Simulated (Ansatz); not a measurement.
Space group Fm-3m (No. 225). a = 11.394 Å, b = 11.394 Å, c = 11.394 Å, α = 90.00°, β = 90.00°, γ = 90.00°
```
atom site symmetry x y z
  Cs    4b m-3m  0.5000  0.0000  0.0000
  Rb    8c      -43m  0.2500  0.2500  0.7500
  Sc    4a m-3m  0.0000  0.0000  0.0000
  Cl   24e      4m.m  0.2179  0.0000  0.0000
```

Equation of state of this CsRb2ScCl6 structure (not necessarily the ground state), with shape and atoms relaxed at each volume where symmetry leaves them free. The calculation used Ansatz, DFT r2SCAN, scalar-relativistic, plane waves, PAW.

Plane waves to 500 eV, a k mesh through Γ of 4×4×4 on the computed 10-atom cell and Gaussian smearing (0.02 eV); no spin polarisation.

| V (Å³/atom) | E − E(largest V) (meV/atom) | P (GPa) | gap on mesh (eV) |
| --- | --- | --- | --- |
| 34.766 | 1.84 | 1.25 | 4.70 |
| 35.875 | -4.37 | 0.56 | 4.66 |
| 36.985 | -6.25 | 0.00 | 4.62 |
| 38.094 | -4.57 | -0.47 | 4.59 |
| 39.204 | 0.00 | -0.84 | 4.55 |

Fit a third-order Birch–Murnaghan equation to E(V).

V0 = 36.98 Å³/atom, B0 = 17 GPa, B0' = 5.7.

Spin-orbit coupling is left out, which matters for the bands of heavy elements.

Cost: 5 runs of about 13 core-minutes in all, on AMD EPYC (Zen 3) (shared hosts).